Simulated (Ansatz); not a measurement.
Level: PBE, no spin polarisation; 420 eV; 9×9×5 Γ-centred mesh; fermi-dirac occupations (width 0.1 eV); Ansatz 0.2.0, fixed geometry.

Computed maps in the lattice plane spanned by b (left to right, 4.43 Å, 13 points from zero) and c (bottom to top, 7.04 Å, 21 points from zero), 90° apart, at height 0.333 along a. The fields are smooth PAW ones with compensation charges, not the true ones near nuclei.

Valence density. Digits on a logarithmic scale: 0 up to 0.03 e/Å³, each further digit a factor of 1.6, 9 from 1.3 e/Å³ up:
```
2333211111111
2333221111112
3333332222223
4444443333333
4444444444444
4444445433455
4444445422345
4333444322344
3333344433444
3222334455543
3222334455543
3333334555544
4333345666654
4433456799865
4433456999975
4333457999975
4323346899975
3222345678754
2222234555543
2233222334332
2333211222211
```

ELF. Ten even steps from '0' (0.00) to '9' (0.77):
```
0000000011100
0000011111111
3222334443443
6666677666677
8767789855798
8766899610499
8656799215079
6544677135058
5333466410266
4333346888875
4333346899875
5433456777765
6545677544567
8656786422457
8756885300157
8645785201157
6322586411368
3100267655677
0000027877884
0010003688741
0011000233210
```

Problem. The cell is KAl₂Ge₂. Which atoms lie within 0.2 Å of this plane, and where (fractions of b and c)?

Solution. Al at (0.67, 0.64), Ge at (0.67, 0.25). The whole cell:
```
Al K Ge
1.0
     4.42764    0.00000    0.00000
    -2.21382    3.83445    0.00000
     0.00000    0.00000    7.04059
Al K Ge
2 1 2
Direct
  0.33330 0.66670 0.64150
  0.66670 0.33330 0.35850
  0.00000 0.00000 0.00000
  0.33330 0.66670 0.25137
  0.66670 0.33330 0.74863
```

Origin: a known structure type with other elements, at an estimated volume, so it need not be a known compound.
